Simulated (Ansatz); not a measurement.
Ge2Mo (MoSi2 or CaC2 type, I4/mmm), PBEsol (plane waves, PAW; program Ansatz), all energies at zero smearing, with the estimated change up to a 700 eV cutoff added, with one set of potentials and settings (totals compare only within such a set). Cell of 3 atoms (2 Ge, 1 Mo): -13405.191 eV.

```
element             reference phase  E (eV/atom)
-------  --------------------------  -----------
Ge       Fd-3m, 2 atoms in the cell   -4253.4978
Mo       Im-3m, 1 atoms in the cell   -4897.4695
```

Formation energy per atom, worked out: (-13405.191 − 2×(-4253.4978) − 1×(-4897.4695))/3 = -0.242 eV/atom (-23 kJ per mol of atoms), at 0 K, without zero-point energy or fitted corrections.

The first step of the workflow began from a Materials Project structure, measured or hypothetical; the Crystallography Open Database copy checked does not list it. COD files the formula under space group No. 62, so this cell is another polymorph or a model. Whether it is the stable phase at ambient conditions was not checked. The PBEsol relaxation kept the symmetry of its start; of distortions, only those at the zone centre were tested. The run is not spin-polarised. The references are the lowest solids computed at this level, not always the standard phases.

Potentials: the later of the program's two PAW sets.
